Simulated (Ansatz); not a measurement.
Space group Fm-3m (No. 225). a = 4.607 Å, b = 4.607 Å, c = 4.607 Å, α = 90.00°, β = 90.00°, γ = 90.00°
```json
{"atom": "Hf", "site": "4b", "symmetry": "m-3m", "x": "0.5000", "y": "0.0000", "z": "0.0000"}
{"atom": "C", "site": "4a", "symmetry": "m-3m", "x": "0.0000", "y": "0.0000", "z": "0.0000"}
```

Equation of state of this HfC structure (not necessarily the ground state), with shape and atoms relaxed at each volume where symmetry leaves them free. It has no gap at any of these volumes. Level of theory: DFT PBEsol, scalar-relativistic, plane waves, PAW in Ansatz 0.2.0.

Plane waves to 420 eV, a k mesh through Γ of 16×16×16 on the computed 2-atom cell and Gaussian smearing (0.10 eV); no spin polarisation.

| V (Å³/atom) | E − E(largest V) (meV/atom) | P (GPa) |
| --- | --- | --- |
| 11.492 | 6.33 | 17.25 |
| 11.858 | -22.24 | 7.97 |
| 12.225 | -31.05 | -0.04 |
| 12.592 | -22.88 | -6.95 |
| 12.959 | 0.00 | -12.91 |

Task: Fit a third-order Birch–Murnaghan equation to E(V).

Result: V0 = 12.22 Å³/atom, B0 = 247 GPa, B0' = 3.9.

Spin-orbit coupling is left out, which matters for the bands of heavy elements.